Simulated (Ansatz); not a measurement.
Values for one crystal, relaxed and computed with DFT-PBEsol in the program Ansatz with PAW potentials; other levels are named.

```yaml
volume_per_atom: 10.98 Å³
electronic_character: metallic (no gap)
Formation energy from the elements (no fitted shifts): -0.29 eV/atom
Density of states at the Fermi level: 1.3 states/eV per atom (mean over ±0.08 eV)
```

Q: Pick the material that matches.
(A) TiCo3, Cu3Au type
(B) YPb3, Cu3Au type
(C) SnPt3, Cu3Au type
(D) MgPt3, Cu3Au type

A: A, TiCo3, Cu3Au type

Space group Pm-3m (Cu3Au type). The workflow started from a Materials Project entry (that database holds measured and hypothetical structures alike); the Crystallography Open Database files this formula in space group No. 221, but the cells were not matched. Whether it is the stable phase at ambient conditions was not checked. The PBEsol relaxation kept the symmetry of its start, as lowered by the spin order; whether a distortion lowers the energy is not shown. The final state is ferrimagnetic, the only order run, not a proven ground state. The references are the lowest solids computed at this level, not always the standard phases.

Potentials: the later of the program's two PAW sets.
